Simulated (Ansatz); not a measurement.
A: Pt (fcc, Cu type), a = b = c = 3.940 Å, α = β = γ = 90.00°
B: InP (zinc blende), a = 5.9073 Å, b = 5.9073 Å, c = 5.9073 Å, α = 90.00°, β = 90.00°, γ = 90.00°
C: NiSi₂ (fluorite type, space group Fm-3m), a = b = c = 5.390 Å, α = β = γ = 90.00°

Scan: energy against volume (even scaling of the relaxed cell, symmetry kept). All come from one method, each on a k mesh of its own. All were relaxed with their symmetry unable to fall. NiSi2 is run without spin polarisation. Pt is run without spin polarisation. Spin-orbit coupling is left out. The PAW data are Ansatz's earlier set.

Question: Put the candidates in order of bulk modulus (fitted), highest first, for r2SCAN (plane waves to 500 eV, PAW, scalar-relativistic; Ansatz, a first-principles code).

Answer: A (271 GPa), C (163 GPa), B (67.9 GPa)

(Under strain, the slope of the energy per volume gives the stress and its curvature an elastic modulus.)
